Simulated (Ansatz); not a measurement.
HfGeO3 (P4mm), relaxed with PBEsol (Ansatz, a first-principles code, plane waves, PAW): a = b = 3.9959 Å, c = 4.2459 Å, α = β = γ = 90.00°.

| Quantity | Value |
|---|---|
| gap (eV) | 1.39 |
| ΔH_f (eV/atom) | -2.29 |
| electron conductivity mass (mₑ) | 0.54 |

The same phase is relaxed and computed with r²SCAN in the same code. What are the cell and these values now?

a = b = 4.016 Å, c = 4.250 Å, α = β = γ = 90.00°.

gap (eV): 1.66
ΔH_f (eV/atom): -2.40
electron conductivity mass (mₑ): 0.51

Typed or built starts, not in the databases checked: HfGeO3, P4mm (Hf on 1b, Ge on 1a, O on 2c, O on 1b). All cells were relaxed under the symmetry of their starts (and spin orders); stability against distortions was not tested throughout. Rows with no word on spin ran without spin polarisation. Spin–orbit coupling is left out wherever it is not named.

Potentials: the later of the program's two PAW sets.

Ansatz is a plane-wave DFT program.

Formation energies count from the lowest solids of the elements computed at the same level, not from gases.
